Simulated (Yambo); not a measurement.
Given:

```xyz
12
Lattice="-2.6233 4.7768 4.4417 2.6233 -4.7768 4.4417 2.6233 4.7768 -4.4417" Properties=species:S:1:pos:R:3 pbc="T T T"
O      2.6233    -2.3884     3.3818
O      0.0000     7.1651     1.0599
O      1.3117     5.1893     2.2208
O      1.3117    -0.4125     2.2208
O      1.3117     4.3642    -2.2208
O     -1.3117     5.1893     2.2208
O      0.0000     0.0000     0.0000
O      0.0000     4.7768     0.0000
Si     0.0000     0.8082     7.5059
Si     2.6233     3.9685    -3.0642
Si     2.6233    -0.8082     3.0642
Si     0.0000     5.5850     1.3775
```

Workflow: PBEsol (pw.x of Quantum ESPRESSO, ONCV potentials, without SOC), then G0W0 in Yambo (2×2×2 Γ-centred k mesh, 314 bands and a 7 Ry block in the screening, 314 bands in G with the Bruneval-Gonze terminator, plasmon pole fitted at 27.2 eV).

Problem. Give the PBEsol and G0W0 gaps between the band edges found on this mesh, and say where the edges lie.

Solution. Edges: Γ → Γ. PBEsol: 5.60 eV; G0W0: 8.58 eV. Nearest settings tried, and what they do to the gap: 201 bands in G: -4 meV; 201 bands in W, 201 bands in G: +4 meV; 6 Ry block (387 vectors against 489): -43 meV. Not varied: mesh. So the settings aren't converged at that level. The k mesh is coarse. 

Geometry of the Materials Project entry, not relaxed at this level.

This is not the ordinary phase of the substance; no match was found in the copy of COD used, and its stability was not checked.
